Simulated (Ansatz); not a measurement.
SnSe2 (CdI2 type)

```xyz
6
Lattice="7.6806 0.0000 0.0000 -1.9202 3.3258 0.0000 0.0000 0.0000 6.0040" Properties=species:S:1:pos:R:3 pbc="T T T"
Sn     0.0000     0.0000     0.0000
Sn     3.8403     0.0000     0.0000
Se     0.0000     2.2172     1.5934
Se     3.8403     2.2172     1.5934
Se     1.9202     1.1086     4.4106
Se     5.7605     1.1086     4.4106
```

Two-dimensional scan of atom 1 (Sn, nearest neighbour Se at 2.730 Å; its periodic images, 3.8 Å or more away, move with it): u runs along (1.000, 0.000, 0.000), v along (0.000, 1.000, 0.000) (Cartesian). Cell and other atoms are fixed.

All values below come from PBE-D3(BJ) (plane waves to 420 eV, PAW, scalar-relativistic; Ansatz, a quantum-chemistry and plane-wave program). k mesh 4×8×5 (Γ-centred), Fermi-Dirac smearing 0.05 eV. Points where atoms come too close for the PAW data are left out (x in tables, blank in figures). As the smearing reaches across the gap at some points, energies and forces of such displacements shift with the k mesh and the smearing. Fu and Fv are the components of the force on the atom. SnSe2 was relaxed with its symmetry unable to fall. The PAW data are Ansatz's earlier set. The last digit holds for this mesh only.

Changes of Fv (eV/Å) from the point u = 0.000 Å, v = 0.000 Å when one coordinate moves alone (two changes are said to add if the coupling is within 5 % of the smaller one, nearly so within 20 %):

```
point                      change
-------------------------  ------
u = 0.000 Å, v = -0.900 Å   8.734
u = 0.000 Å, v = -0.600 Å   4.793
u = 0.000 Å, v = -0.300 Å   2.047
u = -0.900 Å, v = 0.000 Å   1.447
u = -0.600 Å, v = 0.000 Å   1.041
u = -0.300 Å, v = 0.000 Å   0.539
u = 0.300 Å, v = 0.000 Å   -0.539
u = 0.600 Å, v = 0.000 Å   -1.041
u = 0.900 Å, v = 0.000 Å   -1.447
u = 0.000 Å, v = 0.300 Å   -2.047
u = 0.000 Å, v = 0.600 Å   -4.793
u = 0.000 Å, v = 0.900 Å   -8.734
```

Problem. Do the two effects add at u = 0.600 Å, v = -0.300 Å? Give the computed change.

Solution. The sum of the single changes is -1.041 + (2.047) = 1.006; the calculation gives 1.463, so the coupling contributes 0.457 (over 20 % of the smaller single change, not additive).

Problem. What is the change at u = 0.900 Å, v = -0.300 Å, where both move, and how far is it from the sum?

Solution. The sum of the single changes is -1.447 + (2.047) = 0.600; the calculation gives 2.057, so the coupling contributes 1.457 (over 20 % of the smaller single change, not additive).

Problem. Do the two effects add at u = -0.600 Å, v = -0.900 Å? Give the computed change.

Solution. The sum of the single changes is 1.041 + (8.734) = 9.775; the calculation gives 8.271, so the coupling contributes -1.504 (over 20 % of the smaller single change, not additive).

(A displaced cell: forces are minus the slopes of the energy, force constants its curvatures, and phonons follow from these.)
